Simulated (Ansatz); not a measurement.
# Surface calculation: fcc Pt (111), 5 layers

The slab is cut from the fcc crystal, the stable phase, as relaxed on PAW files (15.66 Å³/atom), with 16 Å of vacuum and a dipole correction:

```
CELL_PARAMETERS angstrom
2.80800 0.00000 0.00000
-1.40400 2.43180 0.00000
0.00000 0.00000 25.17090
ATOMIC_POSITIONS crystal
Pt 0.83333 0.16667 0.31783
Pt 0.16667 0.83333 0.40891
Pt 0.50000 0.50000 0.50000
Pt 0.83333 0.16667 0.59109
Pt 0.16667 0.83333 0.68217
```

Level of theory: DFT with PBE, scalar-relativistic, in Ansatz 0.2.0; a Γ-centred 13×13×1 k mesh, Fermi–Dirac smearing of 0.08 eV, no spin polarisation. LAPW: all electrons, basis error target 1 meV/atom; PAW: frozen-core files, cutoff 420 eV.

The bulk energy comes from a cell in the slab's orientation on a 13×13×5 mesh. The surface energy is (E(slab) − N·E(bulk))/2A at zero smearing, the mean of both faces; thin slabs carry quantum-size effects.

Spin–orbit coupling is left out, which matters for the heavy atoms.

As cut, the LAPW slab lies 1.295 eV above 5 atoms of bulk. What surface energy is that?

Over two faces of 6.83 Å² it is 94.9 meV/Å², and times 16.02 J/m² per eV/Å² that gives γ = 1.520 J/m².

```
method  γ as cut (J/m²)  γ relaxed (J/m²)  Φ as cut (eV)  Φ relaxed (eV)
  LAPW            1.520             1.513           5.68            5.68
```

How do the spacings between the planes relax?

From the bottom face up: d12 +0.9 % of 2.293 Å, d23 -0.9 % of 2.293 Å, d34 -0.9 % of 2.293 Å, d45 +0.9 % of 2.293 Å.

A field of 0.2 V/Å is applied along the normal, atoms held. What follows?

LAPW finds an induced dipole of 0.0926 e·Å a cell (PAW 0.0926), that is 12.27 Å for 4πα over the area, against 9.17 Å between the outer atoms.

What changes if relativity is switched off, at the same positions?

LAPW then gives: no gap, work function 5.13 eV.

A 4f core hole is made on one atom of each kind in every 1×1 cell (PAW hole dataset, neutral cell, valence without spin). What does it cost by layer?

layer 1 71.17 eV, layer 2 71.54 eV, layer 3 71.69 eV. Shifts between layers mean more than the absolute values, and a whole layer of holes screens otherwise than one hole.
